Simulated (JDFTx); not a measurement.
An input for JDFTx (a modified build) (NaF(100), linear PCM (GLSSA13), water, 2 M NaF; bohr, hartree) and the course of its log:

```
lattice \
  6.1090002430 0.0000000000 0.0000000000 \
  0.0000000000 6.1090002430 0.0000000000 \
  0.0000000000 0.0000000000 43.2747282539
coords-type Lattice
ion F 0.0000000000 0.0000000000 -0.1569964779 0
ion F 0.5000000000 0.5000000000 -0.0521425094 0
ion F 0.0000000000 0.0000000000 0.0521425094 0
ion F 0.5000000000 0.5000000000 0.1569964779 0
ion Na 0.5000000000 0.5000000000 -0.1561009922 0
ion Na 0.0000000000 0.0000000000 -0.0523293617 0
ion Na 0.5000000000 0.5000000000 0.0523293617 0
ion Na 0.0000000000 0.0000000000 0.1561009922 0
ion-species pseudo/f_pbe_v1.4.upf
ion-species pseudo/na_pbe_v1.5.upf
elec-cutoff 20 100
elec-ex-corr gga-PBE
coulomb-interaction Slab 001
coulomb-truncation-embed 0 0 0
kpoint-folding 6 6 1
elec-smearing Fermi 0.003
elec-n-bands 39
target-mu -0.001470
electronic-scf nIterations 100 energyDiffThreshold 1e-07
fluid LinearPCM
pcm-variant GLSSA13
fluid-solvent H2O
fluid-cation Na+ 2
fluid-anion F- 2
fluid-minimize nIterations 400 knormThreshold 1e-12
wavefunction read f0.wfns
elec-initial-eigenvals f0.eigenvals
elec-initial-fillings read f0.fillings
fluid-initial-state f0.fluidState
dump-name f0_u0.$VAR
dump End State Ecomponents EigStats BandEigs Forces ElecDensity IonicPositions Fillings Kpoints Dtot FluidDebug BoundCharge FluidDensity
```

```
[one cycle in 5 is shown, and the last three; fluid-solver lines are left out]
	FillingsUpdate:  mu: -0.001470000  nElectrons: 64.247985
SCF: Cycle:  0   G: -288.315191690526774   dG: -8.472e-03   |Residual|: 8.535e-03   |deigs|: 4.011e-09
	FillingsUpdate:  mu: -0.001470000  nElectrons: 64.086964
SCF: Cycle:  5   G: -288.309669725404319   dG: +1.963e-04   |Residual|: 3.482e-03   |deigs|: 3.541e-04
	FillingsUpdate:  mu: -0.001470000  nElectrons: 64.065134
SCF: Cycle: 10   G: -288.308808797113500   dG: +6.464e-05   |Residual|: 3.059e-03   |deigs|: 7.805e-05
	FillingsUpdate:  mu: -0.001470000  nElectrons: 64.347214
SCF: Cycle: 15   G: -288.325602168853720   dG: +2.344e-03   |Residual|: 1.558e-02   |deigs|: 1.469e-03
	FillingsUpdate:  mu: -0.001470000  nElectrons: 64.298523
SCF: Cycle: 20   G: -288.322209656790221   dG: +1.268e-03   |Residual|: 1.296e-02   |deigs|: 3.387e-04
	FillingsUpdate:  mu: -0.001470000  nElectrons: 64.193532
SCF: Cycle: 25   G: -288.315740661687130   dG: +4.588e-03   |Residual|: 9.595e-03   |deigs|: 1.082e-03
	FillingsUpdate:  mu: -0.001470000  nElectrons: 64.378238
SCF: Cycle: 30   G: -288.326907709459647   dG: +1.791e-02   |Residual|: 1.452e-02   |deigs|: 8.723e-03
	FillingsUpdate:  mu: -0.001470000  nElectrons: 64.493907
SCF: Cycle: 35   G: -288.334024461086699   dG: +4.648e-03   |Residual|: 1.758e-02   |deigs|: 1.096e-03
	FillingsUpdate:  mu: -0.001470000  nElectrons: 64.096700
SCF: Cycle: 40   G: -288.310385730222549   dG: -2.343e-03   |Residual|: 4.835e-03   |deigs|: 2.247e-03
	FillingsUpdate:  mu: -0.001470000  nElectrons: 64.312639
SCF: Cycle: 45   G: -288.322872287916425   dG: -3.094e-03   |Residual|: 1.302e-02   |deigs|: 1.490e-03
	FillingsUpdate:  mu: -0.001470000  nElectrons: 64.279246
SCF: Cycle: 50   G: -288.321155772380052   dG: -1.014e-02   |Residual|: 1.283e-02   |deigs|: 3.596e-03
	FillingsUpdate:  mu: -0.001470000  nElectrons: 64.121527
SCF: Cycle: 55   G: -288.311354045318865   dG: -2.073e-03   |Residual|: 4.650e-03   |deigs|: 1.488e-03
	FillingsUpdate:  mu: -0.001470000  nElectrons: 64.123765
SCF: Cycle: 60   G: -288.311516449535702   dG: -9.349e-06   |Residual|: 6.229e-03   |deigs|: 9.012e-05
	FillingsUpdate:  mu: -0.001470000  nElectrons: 64.125396
SCF: Cycle: 65   G: -288.311609925843470   dG: -4.874e-05   |Residual|: 6.364e-03   |deigs|: 1.804e-04
	FillingsUpdate:  mu: -0.001470000  nElectrons: 64.829898
SCF: Cycle: 70   G: -288.346832550813929   dG: +1.404e-04   |Residual|: 2.560e-02   |deigs|: 3.838e-04
	FillingsUpdate:  mu: -0.001470000  nElectrons: 64.296666
SCF: Cycle: 75   G: -288.319802173792482   dG: -8.484e-03   |Residual|: 9.362e-03   |deigs|: 3.030e-03
	FillingsUpdate:  mu: -0.001470000  nElectrons: 64.325673
SCF: Cycle: 80   G: -288.321803833751972   dG: -3.137e-03   |Residual|: 1.042e-02   |deigs|: 1.520e-03
	FillingsUpdate:  mu: -0.001470000  nElectrons: 64.681595
SCF: Cycle: 85   G: -288.337076705521440   dG: -1.147e-02   |Residual|: 2.204e-02   |deigs|: 2.698e-03
	FillingsUpdate:  mu: -0.001470000  nElectrons: 64.120159
SCF: Cycle: 90   G: -288.311353895127297   dG: +1.425e-03   |Residual|: 5.614e-03   |deigs|: 1.171e-03
	FillingsUpdate:  mu: -0.001470000  nElectrons: 64.095954
SCF: Cycle: 95   G: -288.310274144416894   dG: +7.287e-05   |Residual|: 5.470e-03   |deigs|: 2.085e-04
	FillingsUpdate:  mu: -0.001470000  nElectrons: 64.161064
SCF: Cycle: 97   G: -288.312831410556782   dG: -1.919e-03   |Residual|: 5.621e-03   |deigs|: 1.004e-03
	FillingsUpdate:  mu: -0.001470000  nElectrons: 64.530551
SCF: Cycle: 98   G: -288.329998273609419   dG: -1.717e-02   |Residual|: 1.664e-02   |deigs|: 4.744e-03
	FillingsUpdate:  mu: -0.001470000  nElectrons: 64.514912
SCF: Cycle: 99   G: -288.328428879611522   dG: +1.569e-03   |Residual|: 1.735e-02   |deigs|: 2.327e-03
SCF: None of the convergence criteria satisfied after 100 iterations.
IonicMinimize: Iter:   0  G: -288.328428879611522  |grad|_K:  0.000e+00
IonicMinimize: Converged (|grad|_K<1.000000e-04).
```

This run gave no converged result. The electronic loop ended without meeting its threshold, so the last energy, electron count and forces aren't results.
